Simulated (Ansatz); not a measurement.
Data:

Ni₃P:
```cif
data_Ni24P8
_chemical_formula_sum 'Ni24 P8'
_space_group_name_H-M_alt 'I-4'
_space_group_IT_number 82
_space_group_name_Hall 'I -4'
_cell_length_a 8.83304
_cell_length_b 8.83304
_cell_length_c 4.32326
_cell_angle_alpha 90.000
_cell_angle_beta 90.000
_cell_angle_gamma 90.000
loop_
_atom_site_label
_atom_site_type_symbol
_atom_site_symmetry_multiplicity
_atom_site_Wyckoff_symbol
_atom_site_fract_x
_atom_site_fract_y
_atom_site_fract_z
_atom_site_occupancy
Ni1 Ni 8 g 0.36548 0.03266 0.02425 1
Ni2 Ni 8 g 0.16831 0.22034 0.24506 1
Ni3 Ni 8 g 0.07685 0.11222 0.75880 1
P1 P 8 g 0.21450 0.45164 0.02013 1
```
(The calculation used a cell of 16 atoms; values per cell refer to that cell.)

This is the PBEsol-relaxed structure.

**Question.** All from plane-wave PAW PBEsol (Ansatz code), unless another level is named. Predict the electronic character.

**Answer.** metallic (no gap).

**Question.** What about the formation energy from the elements (no fitted shifts)?

**Answer.** -0.51 eV/atom.

**Question.** Next, the density of states at the Fermi level?

**Answer.** 0.53 states/eV per atom (mean over ±0.08 eV).

The first step of the workflow began from a Materials Project structure, measured or hypothetical; the Crystallography Open Database files this formula in space group No. 82, but the cells were not matched. Whether it is the stable phase at ambient conditions was not checked. The cell was relaxed with PBEsol under the symmetry of its start; whether a distortion lowers the energy is not shown. No spin polarisation was allowed. The references are the lowest solids computed at this level, not always the standard phases.

Potentials: the later of the program's two PAW sets.
